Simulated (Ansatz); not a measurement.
Pt:
```yaml
crystal:
  lattice:
    - [-2.51843, 2.51843, 1.35189]
    - [2.51843, -2.51843, 1.35189]
    - [2.51843, 2.51843, -1.35189]
  atoms:
    - { symbol: Pt, position: [0.75000, 0.25000, 0.50000] }
    - { symbol: Pt, position: [0.00000, 0.00000, 0.00000] }
```

Relaxed with PBE. Special points in fractions of this cell's reciprocal vectors: Γ (0.000, 0.000, 0.000); X (0.000, 0.000, 0.500); M (-0.500, 0.500, 0.500); Z (0.322, 0.322, -0.322); Z0 (-0.322, 0.678, 0.322); P (0.250, 0.250, 0.250); N (0.000, 0.500, 0.000).

Problem. List the band energies nearest the Fermi level at these points for plane-wave PAW PBE (Ansatz code).

Solution. In eV from the Fermi level; about four levels below and three above (degenerate sets whole), none deeper than 8.9 eV; … stands for higher levels left out; points with the same levels are listed once.

```
k                    below                above
-  -----------------------  -------------------
Γ  -1.32 -1.32 -1.26 -1.26  0.30 1.38 4.96 4.96
X  -0.57 -0.57 -0.30 -0.30                    …
M  -1.02 -1.02 -0.56 -0.56                    …
Z  -2.31 -2.31 -0.83 -0.53          4.07 4.93 …
P  -0.89 -0.89 -0.07 -0.07          3.84 3.84 …
N  -1.52 -1.10 -0.39 -0.10       2.22 4.51 6.46
```

Space group I4_1/amd (β-Sn type). The cell is a constructed one: a structure type filled with these elements; neither database checked (COD, Materials Project) lists it. It is not the phase usual at ambient conditions (space group No. 225). The cell was relaxed with PBE under the symmetry of its start; of distortions, only those at the zone centre were tested. No spin polarisation was allowed. Scalar-relativistic: spin–orbit coupling is off unless named, which matters more the heavier the elements.

Potentials: the later of the program's two PAW sets.
